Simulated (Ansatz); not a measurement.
## PtTe under pressure: fit and missing row

PtTe, R-3m, a = 3.964 Å, c = 19.833 Å. The structure is a COD entry; whether it is the stable form wasn't checked. Ansatz: PBEsol, PAW, 420 eV, Γ-centred 12×12×12 mesh on 4 atoms, Gaussian smearing 0.10 eV; no spin polarisation. Cell and atoms are relaxed at each pressure, and no other structure is tried, so the rows at high pressure may lie past a change of phase.

| V (Å³/atom) | P (GPa) |
| --- | --- |
| ? | 59.99 |
| 18.295 | 30.00 |
| 19.685 | 15.00 |
| 20.655 | 8.00 |
| 21.646 | 2.99 |
| 22.489 | 0.01 |
| 24.335 | -2.99 |

Task: Take V0 = 22.489 Å³/atom, count pressures from its P0 = 0.01 GPa, fit the third-order Birch–Murnaghan form to the other rows, and predict the missing volume.

Result: With the Eulerian strain f = ½[(V0/V)^(2/3) − 1] and y = (P − P0)/[3f(1 + 2f)^(5/2)], the form is the line y = B0 + 1.5 B0 (B0′ − 4) f. Rows (f, y): 0.07376, 96.1; 0.04642, 86.2; 0.02918, 79.2; 0.01290, 72.3; -0.02562, 44.5. Means f = 0.02733, y = 75.660; Σ(Δf)² = 0.005536, ΣΔfΔy = 2.855; the slope is their ratio. y = 61.56 + 515.8 f GPa, so B0 = 61.6 GPa and B0′ = 4 + 2 × (515.8)/(3 × 61.56) = 9.59. P = 59.99 GPa is met at f = 0.10619 (y = 116.33), so V = V0 (1 + 2f)^(−3/2) = 16.847 Å³/atom. The run gave 16.578 Å³/atom, so the fit is 0.269 Å³/atom too high, 3.5 % of the span of the series, against an rms of 0.117 Å³/atom on the fitted rows. The row lies outside the fitted range. The points of y bend away from a line: a fourth-order term fitted to them gives P = 56.56 GPa at this row's volume (the line 67.30, the run 59.99). With a term in f² added B0′ becomes 10.81, so this figure hangs on the form. A B0′ outside 2 to 8 is unusual except in layered or molecular crystals, and here it hangs on few rows.

Spin–orbit coupling is left out, which can shift energies with elements as heavy as these.